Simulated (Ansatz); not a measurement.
Ansatz (an electronic-structure program) input:

Ansatz 0.2 input:
```yaml
crystal:
  lattice:
    - [10.972104485, 0.0, 0.0]
    - [0.0, 3.0933701809, 0.0]
    - [0.0, 0.0, 4.975692932]
  atoms:
    - { symbol: Nb, position: [0.296591757, 0.75, 0.7348590103] }
    - { symbol: Nb, position: [0.703408243, 0.25, 0.2651409897] }
    - { symbol: Nb, position: [0.203408243, 0.25, 0.2348590103] }
    - { symbol: Nb, position: [0.796591757, 0.75, 0.7651409897] }
    - { symbol: Nb, position: [0.5459327231, 0.25, 0.7539452437] }
    - { symbol: Nb, position: [0.4540672769, 0.75, 0.2460547563] }
    - { symbol: Nb, position: [0.9540672769, 0.75, 0.2539452437] }
    - { symbol: Nb, position: [0.0459327231, 0.25, 0.7460547563] }
    - { symbol: C, position: [0.3756520304, 0.25, 0.9903325471] }
    - { symbol: C, position: [0.6243479696, 0.75, 0.0096674529] }
    - { symbol: C, position: [0.1243479696, 0.75, 0.4903325471] }
    - { symbol: C, position: [0.8756520304, 0.25, 0.5096674529] }
kpoints:
  mp_grid: { grid: [3, 10, 6] }
  band_path:
    path:
      - [[0.0, 0.0, 0.0], [0.5, 0.0, 0.0], [0.5, 0.5, 0.0], [0.0, 0.5, 0.0], [0.0, 0.0, 0.0], [0.0, 0.0, 0.5], [0.5, 0.0, 0.5], [0.5, 0.5, 0.5], [0.0, 0.5, 0.5], [0.0, 0.0, 0.5]]  # Γ-X-S-Y-Γ-Z-U-R-T-Z
      - [[0.5, 0.0, 0.0], [0.5, 0.0, 0.5]]  # X-U
      - [[0.0, 0.5, 0.0], [0.0, 0.5, 0.5]]  # Y-T
      - [[0.5, 0.5, 0.0], [0.5, 0.5, 0.5]]  # S-R
    npoints: 6
hamiltonian:
  xc: r2scan
  pseudopotentials: { kind: paw }
magnetization: { noncollinear: true, spin_orbit: true }
scf:
  n_extra_bands: 24
  convergence: { dr2_threshold: 0.0000000001 }
  occupations: { method: gaussian, width: 0.05 }
output: { eigenvalues: true }
```

Output (shortened):

```
Pseudopotential: Nb, paw_fr, valence charge 13
Pseudopotential: C, paw_fr, valence charge 4
Functional definition: r2SCAN
non-collinear run that drives no moment, with spin-orbit …
Crystal: 12 atoms, lattice volume = 168.879 Å³
Basis set: ecut = 500 eV, 4293 PW (Γ), exchange–correlation on 324×96×160 points (64 copies of the dense FFT grid, shifted against one another)
Bands: 144, of which v1, the nominal top of the filled ones, is band 120 counted from 1 (119 counted from 0)
Symmetry: 8 space group operations + 8 with time reversal
k-points: 48 of 180
Projection manifold: j_resolved (fully-relativistic pseudo-atomic orbitals)
SCF iter   1: F=—  HF=-37488.506421 eV  |F-HF|=—  |Δ(HF+E_count)|=         —  Δρ=1.22e-1  dr2=3.75e1  dr2_τ=7.27e-1  dr2_m=0.00e0 (ungated)  ethr=3.10e-3  |M|=0.00e0 ∫|m|=0.00e0 μB  |m|>n=0.0e0 m-floor=0.0e0 τ_xc=0.0e0  β_m=0.30  ⟨swp⟩=4.7  Hψ=15468  notcnv=0  defer=98
preconditioner: auto → Kerker (q_TF=auto, 2.577 Å⁻¹)
spin=Noncollinear: Kerker preconditioning applied to the charge; magnetization (m_x, m_y, m_z) channels mix plain (no charge-response kernel on spin).
SCF iter   2: F=—  HF=-37483.104938 eV  |F-HF|=—  |Δ(HF+E_count)|=    5.40e0  Δρ=7.76e-2  dr2=1.45e1  dr2_τ=1.03e-1  dr2_m=0.00e0 (ungated)  ethr=3.10e-3  |M|=0.00e0 ∫|m|=0.00e0 μB  |m|>n=0.0e0 m-floor=0.0e0 τ_xc=0.0e0  β_m=0.54  ⟨swp⟩=3.0  Hψ=6923  notcnv=0  defer=822
SCF iter   3: F=—  HF=-37479.722111 eV  |F-HF|=—  |Δ(HF+E_count)|=    3.38e0  Δρ=2.08e-2  dr2=5.54e-1  dr2_τ=1.12e-2  dr2_m=0.00e0 (ungated)  ethr=3.10e-3  |M|=0.00e0 ∫|m|=0.00e0 μB  |m|>n=0.0e0 m-floor=0.0e0 τ_xc=0.0e0  β_m=0.77  ⟨swp⟩=3.1  Hψ=6637  notcnv=0  defer=822
SCF iter   4: F=—  HF=-37479.791264 eV  |F-HF|=—  |Δ(HF+E_count)|=   6.92e-2  Δρ=6.16e-3  dr2=7.06e-2  dr2_τ=6.35e-4  dr2_m=0.00e0 (ungated)  ethr=4.62e-4  |M|=0.00e0 ∫|m|=0.00e0 μB  |m|>n=0.0e0 m-floor=0.0e0 τ_xc=0.0e0  β_m=0.83  ⟨swp⟩=2.2  Hψ=5486  notcnv=0  defer=820
SCF iter   5: F=—  HF=-37479.790543 eV  |F-HF|=—  |Δ(HF+E_count)|=   7.21e-4  Δρ=1.45e-3  dr2=6.61e-3  dr2_τ=3.17e-4  dr2_m=0.00e0 (ungated)  ethr=5.88e-5  |M|=0.00e0 ∫|m|=0.00e0 μB  |m|>n=0.0e0 m-floor=0.0e0 τ_xc=0.0e0  β_m=0.78  ⟨swp⟩=2.8  Hψ=5919  notcnv=0  defer=820
SCF iter   6: F=—  HF=-37479.790652 eV  |F-HF|=—  |Δ(HF+E_count)|=   1.08e-4  Δρ=4.90e-4  dr2=3.91e-4  dr2_τ=1.29e-5  dr2_m=0.00e0 (ungated)  ethr=5.51e-6  |M|=0.00e0 ∫|m|=0.00e0 μB  |m|>n=0.0e0 m-floor=0.0e0 τ_xc=0.0e0  β_m=0.89  ⟨swp⟩=2.0  Hψ=4163  notcnv=0  defer=820
SCF iter   7: F=—  HF=-37479.790739 eV  |F-HF|=—  |Δ(HF+E_count)|=   8.73e-5  Δρ=9.35e-5  dr2=3.66e-5  dr2_τ=6.10e-7  dr2_m=0.00e0 (ungated)  ethr=3.26e-7  |M|=0.00e0 ∫|m|=0.00e0 μB  |m|>n=0.0e0 m-floor=0.0e0 τ_xc=0.0e0  β_m=0.95  ⟨swp⟩=2.0  Hψ=4391  notcnv=0  defer=820
SCF iter   8: F=—  HF=-37479.790740 eV  |F-HF|=—  |Δ(HF+E_count)|=   9.71e-7  Δρ=3.34e-5  dr2=2.23e-6  dr2_τ=8.88e-8  dr2_m=0.00e0 (ungated)  ethr=3.05e-8  |M|=0.00e0 ∫|m|=0.00e0 μB  |m|>n=0.0e0 m-floor=0.0e0 τ_xc=0.0e0  β_m=0.97  ⟨swp⟩=2.0  Hψ=4385  notcnv=0  defer=820
SCF iter  12: F=-37479.790945 eV  HF=-37479.790945 eV  |F-HF|=7.28e-12  |Δ(HF+E_count)|=  1.24e-10  Δρ=6.50e-8  dr2=4.43e-12  dr2_τ=9.41e-14  dr2_m=0.00e0 (ungated)  ethr=1.00e-12  |M|=0.00e0 ∫|m|=0.00e0 μB  |m|>n=0.0e0 m-floor=0.0e0 τ_xc=0.0e0  ⟨swp⟩=9.8  Hψ=11129  notcnv=0
SCF 1 converged in 12 iterations: F = -37479.790945 eV  dr2 = 4.43e-12
NSCF: frozen V_eff on 76 k-points
SCF converged after 12 iterations
Magnetization: |M| = 0.0000 μB,  M = (+0.0000, +0.0000, +0.0000) μB
Absolute magnetization: 0.0000 μB (∫|m|)
  site 0: m = (+0.0000, +0.0000, +0.0000) μB, |m| = 0.0000 μB  (R = 0.90 Å)
  site 1: m = (+0.0000, +0.0000, +0.0000) μB, |m| = 0.0000 μB  (R = 0.90 Å)
  site 2: m = (+0.0000, +0.0000, +0.0000) μB, |m| = 0.0000 μB  (R = 0.90 Å)
  site 3: m = (+0.0000, +0.0000, +0.0000) μB, |m| = 0.0000 μB  (R = 0.90 Å)
  site 4: m = (+0.0000, +0.0000, +0.0000) μB, |m| = 0.0000 μB  (R = 0.90 Å)
  site 5: m = (+0.0000, +0.0000, +0.0000) μB, |m| = 0.0000 μB  (R = 0.90 Å)
  site 6: m = (+0.0000, +0.0000, +0.0000) μB, |m| = 0.0000 μB  (R = 0.90 Å)
  site 7: m = (+0.0000, +0.0000, +0.0000) μB, |m| = 0.0000 μB  (R = 0.90 Å)
  site 8: m = (+0.0000, +0.0000, +0.0000) μB, |m| = 0.0000 μB  (R = 0.90 Å)
  site 9: m = (+0.0000, +0.0000, +0.0000) μB, |m| = 0.0000 μB  (R = 0.90 Å)
  site 10: m = (+0.0000, +0.0000, +0.0000) μB, |m| = 0.0000 μB  (R = 0.90 Å)
  site 11: m = (+0.0000, +0.0000, +0.0000) μB, |m| = 0.0000 μB  (R = 0.90 Å)
Free energy (F): -37479.790945 eV
Harris-Foulkes:  -37479.790945 eV  (|F-HF|=7.28e-12)
Internal energy: -37479.787664 eV  (E = F + TS)
E sigma→0 (E₀):  -37479.789305 eV
Entropy (-TS):   -0.003281 eV (-0.273 meV/atom)
Fermi energy:    17.036198 eV
--- Per-component energies (eV) ---
  E_band       = -625.986768
  E_kinetic    = 3501.118802
  E_local      = -5978.290154  (includes V_loc(G=0)·N_el)
  E_nonlocal   = 1043.618259
  E_hartree    = 1858.402216
  E_xc         = -1551.045852
  E_vxc        = -2158.413832  (∫ρ·V_xc dr)
  E_paw        = -25074.063334  (= ΣΔE_a)
  E_vpaw       = -882.066695  (= ΣTr[D̂ρ^β])
  E_aug_tail   = 0.000042  (compensation charges beyond the density's cutoff)
  E_vtau       = 131.242394  (kinetic-family band-sum trace: ∫τ·v_τ [+ j·A + Jᵃ·Aᵃ] dr)
  E_ewald      = -11277.887787
  E_core_change = -1.639856  (= ΣΔE_core)
  E_smearing   = -0.003281  (= −TS)
  E_closure    = 0.000000  (closes the sum)
  Σ components = -37479.790945   (vs F -37479.790945, Δ=0.00e0)
  [band-id]    e_kinetic+e_local+e_nonlocal+2·e_hartree+e_vxc+e_vpaw+e_augmentation_tail+e_vtau = -625.986752   (vs E_band -625.986768, Δ=1.61e-5)
--- Band table (eV; the first three rows and the last of 48) ---
  k-point 0: bands = ["-39.6510", "-39.6510", "-39.6244", "-39.6244", "-39.5442", "-39.5442", "-39.5248", "-39.5248", "-39.4775", "-39.4775", "-39.4653", "-39.4653", "-39.4041", "-39.4041", "-39.3997", "-39.3997", "-16.4757", "-16.4757", "-16.4683", …
  k-point 1: bands = ["-39.6419", "-39.6419", "-39.6174", "-39.6174", "-39.5439", "-39.5439", "-39.5318", "-39.5318", "-39.4782", "-39.4782", "-39.4620", "-39.4620", "-39.4097", "-39.4097", "-39.4068", "-39.4068", "-16.4594", "-16.4594", "-16.4522", …
  k-point 2: bands = ["-39.6173", "-39.6173", "-39.5988", "-39.5988", "-39.5517", "-39.5517", "-39.5509", "-39.5509", "-39.4715", "-39.4715", "-39.4529", "-39.4529", "-39.4265", "-39.4265", "-39.4231", "-39.4231", "-16.4390", "-16.4390", "-16.4179", …
  k-point 47: bands = ["-39.5239", "-39.5239", "-39.5239", "-39.5239", "-39.5239", "-39.5239", "-39.5239", "-39.5239", "-39.4022", "-39.4022", "-39.4022", "-39.4022", "-39.4022", "-39.4022", "-39.4022", "-39.4022", "-16.4783", "-16.4783", "-16.4783", …
```

Cost: about 30 core-minutes (a rough figure) on shared cores.

Space group Pnma. The first step of the workflow began from a Materials Project structure, measured or hypothetical; the Crystallography Open Database copy checked does not list it. Its standing as an ambient phase is unchecked. The cell was relaxed with r²SCAN under the symmetry of its start; its stability against distortions is not shown here. The run is not spin-polarised.

Potentials: the later of the program's two PAW sets.

Ansatz is a plane-wave DFT program.
